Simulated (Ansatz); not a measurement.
CsSnI3 (cubic perovskite)

Space group Pm-3m (No. 221); a = 6.2713 Å, b = 6.2713 Å, c = 6.2713 Å, α = 90.00°, β = 90.00°, γ = 90.00°

| atom | site | symmetry | x | y | z |
|---|---|---|---|---|---|
| Cs | 1a | m-3m | 0.0000 | 0.0000 | 0.0000 |
| Sn | 1b | m-3m | 0.5000 | 0.5000 | 0.5000 |
| I | 3c | 4/mm.m | 0.0000 | 0.5000 | 0.5000 |

Grid over V/V₀ and (c/a)/(c/a)₀, subscript 0 meaning the relaxed cell; the conventional c axis lies along z; no internal relaxation.

Method: PBE (plane waves to 420 eV, PAW, scalar-relativistic; Ansatz, a program for electronic structure). k mesh 6×6×6 (Γ-centred), Fermi-Dirac smearing 0.05 eV. Energies are smeared free energies. On this mesh the relaxed cell isn't quite at rest: it carries a pressure of 0.1 GPa (compression positive) at the zero of the scan. CsSnI3 was relaxed with its symmetry unable to fall. Spin-orbit coupling is left out, though I is heavy. This is a high-temperature form of CsSnI3.

Changes of ΔE (eV/atom) from the point V/V₀ = 1.000, (c/a)/(c/a)₀ = 1.000 when one coordinate moves alone (two changes are said to add if the coupling is within 5 % of the smaller one, nearly so within 20 %):

```tsv
point	change
V/V₀ = 1.000, (c/a)/(c/a)₀ = 0.960	0.00570
V/V₀ = 1.000, (c/a)/(c/a)₀ = 0.980	0.00136
V/V₀ = 0.920, (c/a)/(c/a)₀ = 1.000	0.02090
V/V₀ = 0.960, (c/a)/(c/a)₀ = 1.000	0.00556
V/V₀ = 1.040, (c/a)/(c/a)₀ = 1.000	0.00232
V/V₀ = 1.080, (c/a)/(c/a)₀ = 1.000	0.01094
V/V₀ = 1.000, (c/a)/(c/a)₀ = 1.020	0.00125
V/V₀ = 1.000, (c/a)/(c/a)₀ = 1.040	0.00482
```

**Question.** Do the two effects add at V/V₀ = 0.920, (c/a)/(c/a)₀ = 0.960? Give the computed change.

**Answer.** The sum of the single changes is 0.02090 + (0.00570) = 0.02660; the calculation gives 0.02824, so the coupling contributes 0.00164 (over 20 % of the smaller single change, not additive).

**Question.** Do the two effects add at V/V₀ = 0.960, (c/a)/(c/a)₀ = 0.980? Give the computed change.

**Answer.** The sum of the single changes is 0.00556 + (0.00136) = 0.00692; the calculation gives 0.00712, so the coupling contributes 0.00020 (under 20 % of the smaller single change, nearly additive).

**Question.** What is the change at V/V₀ = 1.080, (c/a)/(c/a)₀ = 0.980, where both move, and how far is it from the sum?

**Answer.** The sum of the single changes is 0.01094 + (0.00136) = 0.01230; the calculation gives 0.01196, so the coupling contributes -0.00034 (over 20 % of the smaller single change, not additive).

(A scan under strain: stresses follow from slopes of the energy per volume, elastic moduli from its curvatures.)
